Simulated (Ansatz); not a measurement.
A plane-wave DFT run in Ansatz 0.2.0 (scalar-relativistic PAW potentials unless the input names others): input and command.

```yaml
crystal:
  lattice:
    - [5.3049, 0.0, 0.0]
    - [0.0, 5.3049, 0.0]
    - [0.0, 0.0, 5.3049]
  atoms:
    - { symbol: I, position: [0.0, 0.0, 0.0] }
    - { symbol: S, position: [0.5, 0.5, 0.5] }
    - { symbol: Na, position: [0.5, 0.5, 0.0] }
    - { symbol: Na, position: [0.5, 0.0, 0.5] }
    - { symbol: Na, position: [0.0, 0.5, 0.5] }
basis:
  ecutwfc: 420
kpoints:
  mp_grid: { grid: [4, 4, 4] }
hamiltonian:
  xc: pbe
  pseudopotentials: { kind: nc }
scf:
  occupations: { method: gaussian, width: 0.02 }
  max_iter: 60
output:
  forces: true
  eigenvalues: true
  stress: true
magnetization:
  spin_polarized: true
  spin_orbit: true
```

```bash
ansatz run input.yaml --threads 1 --pin off --max-ram 1228MiB --backend cpu --events-out ev --progress --plain --runs-dir out
```

Task: Will this input run?

Result: The program refuses it, because of spin-orbit coupling on scalar files and without noncollinear: true (magnetization: not typed → {"spin_polarized": true, "spin_orbit": true}; hamiltonian.pseudopotentials: not typed → {"kind": "nc"}). Without those keys it is accepted.

Abridged log:
```
Error: 2 input errors — fix all and re-run
  1. inconsistent input (magnetization.spin_orbit, magnetization.noncollinear): true requires noncollinear: true — spin–orbit coupling acts on 2-spinor wavefunctions; set both flags
  2. inconsistent input (magnetization.spin_orbit, hamiltonian.pseudopotentials.kind): true requires a fully-relativistic hamiltonian.pseudopotentials.kind (nc_fr or paw_fr), or kind: all_electron without datasets and azcp, which then solves Dirac's equation on LAPW. paw_fr resolves this project's PAW files (source: ansatz) by j as it reads them
```